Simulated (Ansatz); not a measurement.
Input:

Rh:
```
CELL_PARAMETERS angstrom
      0.00000     2.75583     2.75583
      2.75583     0.00000     2.75583
      2.75583     2.75583     0.00000
ATOMIC_POSITIONS crystal
  Rh 0.00000 0.00000 0.00000
  Rh 0.25000 0.25000 0.25000
```

This is the PBE-relaxed structure.

### Question
All from plane-wave PAW PBE (Ansatz code), unless another level is named. Predict the density of states at the Fermi level.

### Answer
1.8 states/eV per atom (mean over ±0.08 eV).

### Question
Next, the gap with spin–orbit coupling?

### Answer
none (metallic).

Space group Fd-3m (diamond). The start of the workflow was typed in or built on a structure type; neither database checked (COD, Materials Project) lists it. It is not the phase usual at ambient conditions (space group No. 225). The PBE relaxation kept the symmetry of its start; its stability against distortions is not shown here. The workflow began spin-polarised and lost its moments. Scalar-relativistic: spin–orbit coupling is off unless named, which matters more the heavier the elements.

Potentials: the earlier of the program's two PAW sets.
